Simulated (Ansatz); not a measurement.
**Pt: from a starting cell to a relaxed one**

The start is a generated trial cell of Pt in the AFLOW prototype A_tP12_96_ab (as in Si). The structure is fully relaxed (lattice and positions, P = 0) with PBE (plane waves to 420 eV, PAW, scalar-relativistic; Ansatz, a first-principles code). The first steps use a coarse 5×5×4 k-mesh.

Starting cell:
```
CELL_PARAMETERS angstrom
      5.23443     0.00000     0.00000
      0.00000     5.23443     0.00000
      0.00000     0.00000     6.59538
ATOMIC_POSITIONS crystal
  Pt 0.08490 0.08490 0.00000
  Pt 0.58490 0.41510 0.25000
  Pt 0.41510 0.58490 0.75000
  Pt 0.91510 0.91510 0.50000
  Pt 0.17520 0.37920 0.27420
  Pt 0.67520 0.12080 0.97580
  Pt 0.32480 0.87920 0.47580
  Pt 0.82480 0.62080 0.77420
  Pt 0.62080 0.82480 0.22580
  Pt 0.12080 0.67520 0.02420
  Pt 0.87920 0.32480 0.52420
  Pt 0.37920 0.17520 0.72580
```

### Question
How large is the pressure on the unrelaxed cell, and of which sign?

### Answer
+103 GPa (positive: the cell is compressed).

### Question
What is the largest force in the starting geometry, and on which atom (counted from 1)?

### Answer
About 9.7 eV/Å, on Pt1, Pt2, Pt3, Pt4 (atoms numbered as listed).

### Question
How much energy is released per atom?

### Answer
2.00 eV/atom.

### Question
How do the shortest distances between atoms change?

### Answer
The closest pairs of elements (up to four, under 3.6 Å), start → end: Pt–Pt 2.16 → 2.64 Å.

### Question
Is the relaxed structure metallic? Give its gap.

### Answer
No gap (metallic).

### Question
What does it relax into? Give the structure.

### Answer

```cif
data_Pt12
_chemical_formula_sum 'Pt12'
_space_group_name_H-M_alt 'P43212'
_space_group_IT_number 96
_space_group_name_Hall 'P 4nw 2abw'
_cell_length_a 5.11108
_cell_length_b 5.11108
_cell_length_c 7.77442
_cell_angle_alpha 90.000
_cell_angle_beta 90.000
_cell_angle_gamma 90.000
loop_
_atom_site_label
_atom_site_type_symbol
_atom_site_symmetry_multiplicity
_atom_site_Wyckoff_symbol
_atom_site_fract_x
_atom_site_fract_y
_atom_site_fract_z
_atom_site_occupancy
Pt1 Pt 4 a 0.20960 0.20960 0.00000 1
Pt2 Pt 8 b 0.21245 0.33059 0.33650 1
```

The space group stays P4₃2₁2 (No. 96) (the run could not lower it), with 12 atoms in the primitive cell. Final values are on a 8×8×5 k-mesh of the relaxed cell. No spin polarisation in the result.

The run could not lose the symmetry of its start: the end is stationary, and may be a saddle point rather than a minimum.

The relaxed structure here is a generated cell of Pt: the first start was made by placing the elements on the sites of a structure type, and the end was not matched to a known phase here, so it may be hypothetical. Known forms of Pt include space group No. 225.
